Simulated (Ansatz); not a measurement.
Consider the following.

Tl₂Au:
```cif
data_Au2Tl4
_chemical_formula_sum 'Tl4 Au2'
_space_group_name_H-M_alt 'P 1'
_space_group_IT_number 1
_cell_length_a 5.91986
_cell_length_b 5.91986
_cell_length_c 5.91986
_cell_angle_alpha 103.387
_cell_angle_beta 103.387
_cell_angle_gamma 122.475
loop_
_space_group_symop_operation_xyz
  'x, y, z'
loop_
_atom_site_label
_atom_site_type_symbol
_atom_site_fract_x
_atom_site_fract_y
_atom_site_fract_z
_atom_site_occupancy
Tl1 Tl 0.65420 0.15420 0.80839 1
Tl2 Tl 0.34580 0.84580 0.19161 1
Tl3 Tl 0.15420 0.34580 0.50000 1
Tl4 Tl 0.84580 0.65420 0.50000 1
Au1 Au 0.25000 0.25000 0.00000 1
Au2 Au 0.75000 0.75000 0.00000 1
```

This is the r²SCAN-relaxed structure.

Problem. All from r²SCAN (plane waves, PAW; program Ansatz), unless another level is named. Estimate the density of states at the Fermi level.

Solution. 0.34 states/eV per atom (mean over ±0.08 eV).

Problem. What about the formation energy from the elements (no fitted shifts)?

Solution. -0.039 eV/atom.

Space group I4/mcm. The workflow started from a Materials Project entry (that database holds measured and hypothetical structures alike); the Crystallography Open Database files this formula in space group No. 140, but the cells were not matched. Its standing as an ambient phase is unchecked. The r²SCAN relaxation kept the symmetry of its start; whether a distortion lowers the energy is not shown. The references are the lowest solids computed at this level, not always the standard phases. Scalar-relativistic: spin–orbit coupling is off unless named, which matters more the heavier the elements.

Potentials: the later of the program's two PAW sets.
